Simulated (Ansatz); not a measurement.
Mg2Al3CrS8: a ladder of calculations

Cell of run 1: a computed structure from the Materials Project (it need not be an observed phase).

```cif
data_Mg2Al3CrS8
_symmetry_space_group_name_H-M 'R-3m:H'
_symmetry_Int_Tables_number 166
_cell_length_a 7.2177
_cell_length_b 7.2177
_cell_length_c 17.7781
_cell_angle_alpha 90.000
_cell_angle_beta 90.000
_cell_angle_gamma 120.000
loop_
_atom_site_label
_atom_site_type_symbol
_atom_site_symmetry_multiplicity
_atom_site_Wyckoff_symbol
_atom_site_fract_x
_atom_site_fract_y
_atom_site_fract_z
Mg Mg 6 c 0.0000 0.0000 0.8745
Al Al 9 e 0.6667 0.8333 0.3333
Cr Cr 3 b 0.0000 0.0000 0.5000
S7 S 18 h 0.7001 0.8500 0.5873
S9 S 6 c 0.0000 0.0000 0.2618
```

One atom of each set is listed; the run and its k-mesh use a cell of 14 atoms with edges of 7.24, 7.24, 7.24 Å.

All runs are DFT with Ansatz 0.2.0 (plane waves and PAW, scalar-relativistic unless spin–orbit coupling is named, Γ-centred meshes, Fermi–Dirac smearing where given) in this cell. Start moments of run 1 as typed (μB): 3 on each Cr, none on the rest.

Run 1: PBE, with a start moment, atoms as given; 420 eV, 5×5×5 k-points, smearing 0.02 eV.
Run 2: r2SCAN, with a start moment, atoms as given; 500 eV, 5×5×5 k-points, smearing 0.02 eV.
Run 3: PBE+U, with a start moment, atoms as given; 420 eV, 5×5×5 k-points, smearing 0.02 eV (U = 3.5 eV on Cr d).
Run 4: LDA, with a start moment, atoms as given; 420 eV, 5×5×5 k-points, smearing 0.02 eV.

Task: What does each run give, and what moves the gradients most?

Result: 

```
run   Al V_zz (η)   S7 V_zz (η)   S9 V_zz (η)  absolute moment (μB)
  1  -0.34 (0.04)  -1.64 (0.81)  -1.22 (0.00)                   3.6
  2  -0.34 (0.05)  -1.70 (0.67)  -1.35 (0.00)                   3.7
  3  -0.37 (0.18)  -1.72 (0.92)  -1.22 (0.00)                   4.0
  4  -0.34 (0.01)  -1.70 (0.86)  -1.22 (0.00)                   3.5
```

V_zz in 10²¹ V/m²; 3 of the 5 sets of like atoms are followed. Against run 1, the gradient tensors on these sites move by at most 0.19 in run 2 (S7), 0.16 in run 3 (S7), 0.10 in run 4 (S7). Taken one at a time, the functional (between the two that differ most) moves the tensors on these sites by up to 0.26 (largest principal value of the change, on S7), the Hubbard term by 0.16 (S7).

The magnetic order is the one that the run reached from its start moments, not necessarily the measured one. With these PAW files V_zz is typically within 2 to 3 % of all-electron values, but misses above 10 % occur on Al. For runs 1, 2, 3, 4: All moments are parallel here, as the start or the cell imposes; many such compounds order antiparallel, where fields and spin densities carried over to other atoms largely cancel. In run 2 the program didn't check the stability of the electronic state in full, so a lower one may lie near. In run 4 the atoms aren't at the calculated equilibrium (largest force 0.28 eV/Å).
